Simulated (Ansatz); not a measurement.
Re, DFT, PBEsol, all-electron PAW with datasets made for the crystal, scalar-relativistic (Ansatz 0.2.0), run on 1 thread of Arm Neoverse V2 on a shared host.

Structure from Materials Project entry mp-975065 (possibly hypothetical), not relaxed further. The listed cell was then made from it by scaling, straining or moving an atom.

Command: `ansatz run input.yaml --threads 1 --pin off --max-ram 6144MiB --backend cpu --events-out ev --progress --plain --runs-dir out`

```yaml
crystal:
  lattice:
    - [1.3839231524, 0.7990084046, 6.6316220076]
    - [-1.3839231524, 0.7990084046, 6.6316220076]
    - [0.0, -1.5980168092, 6.6316220076]
  atoms:
    - { symbol: Re, position: [0.0, 0.0, 0.0] }
    - { symbol: Re, position: [0.22217388, 0.22217388, 0.22217388] }
    - { symbol: Re, position: [0.77782612, 0.77782612, 0.77782612] }
kpoints:
  mp_grid: { grid: [15, 15, 15] }
scf:
  occupations: { method: fermi_dirac, width: 0.05 }
hamiltonian:
  xc: pbesol
  pseudopotentials: { kind: all_electron, datasets: crystal }
output:
  forces: true
  stress: true
  eigenvalues: true
  efg: { contact_densities: true }
```

(1) How large is the problem that the program sets up?

(2) About how long does it take, and how much memory does it use?

(3) And the same cell and mesh by frozen-core PAW, asked for forces, stress, eigenvalues, efg, on the same hardware?

Results:

(1) 344 irreducible k-points, 457 plane waves at Γ, 31 bands.

(2) 4.9 min of wall time for 11 SCF iterations, with a peak of 3.2 GiB. Times on shared machines scatter by tens of per cent.

(3) 19 s, peak memory 0.57 GiB.
